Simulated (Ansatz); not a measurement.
CaGe2O5:
```xyz
16
Lattice="3.2352 4.3555 0.0000 -3.2352 4.3555 0.0000 -2.6700 0.0000 6.2690" Properties=species:S:1:pos:R:3 pbc="T T T"
Ca    -2.0025     2.8737     4.7018
Ca    -0.6675     5.8373     1.5673
Ge    -0.6675     2.7481     1.5673
Ge    -2.0025     5.9628     4.7018
Ge     0.0000     0.0000     0.0000
Ge    -1.3350     0.0000     3.1345
O     -3.0985     6.9491     5.6333
O      0.4285     1.7619     0.6357
O     -0.9065     6.9491     3.7702
O     -1.7635     1.7619     2.4988
O     -1.4292     3.8432     0.4358
O     -1.2409     4.8677     5.8332
O      0.0942     3.8432     2.6987
O     -2.7642     4.8677     3.5703
O     -2.0025     0.6237     4.7018
O     -0.6675     8.0873     1.5673
```

Relaxed with LDA. Special points in fractions of this cell's reciprocal vectors: Γ (0.000, 0.000, 0.000); Y (0.500, 0.500, 0.000); M (0.500, 0.500, 0.500); A (0.000, 0.000, 0.500); L2 (0.000, 0.500, 0.500); V2 (0.000, 0.500, 0.000).

Problem. List the band energies nearest the valence-band maximum at these points for LDA (plane waves, PAW; program Ansatz).

Solution. In eV from the valence-band maximum; about four levels below and three above (degenerate sets whole), none deeper than 8.9 eV; points with the same levels are listed once.

| k | below | above |
|---|---|---|
| Γ | -0.86 -0.80 -0.37 -0.01 | 2.98 5.32 5.98 |
| Y | -1.05 -1.04 -0.51 -0.31 | 5.33 5.59 6.30 |
| M | -0.93 -0.93 -0.40 -0.40 | 5.57 5.57 6.09 6.09 |
| A | -0.80 -0.80 -0.49 -0.49 | 4.60 4.60 5.75 5.75 |
| L2 | -0.93 -0.90 -0.21 -0.18 | 4.86 5.60 5.74 |
| V2 | -0.94 -0.80 -0.71 -0.10 | 4.63 5.42 6.19 |

Space group C2/c. The first step of the workflow began from a Materials Project structure, measured or hypothetical; the Crystallography Open Database copy checked does not list it. COD files the formula under space group No. 1, 2, so this cell is another polymorph or a model. Whether it is the stable phase at ambient conditions was not checked. The LDA relaxation kept the symmetry of its start; its stability against distortions is not shown here. Spin–orbit coupling is left out wherever it is not named.

Potentials: the later of the program's two PAW sets.
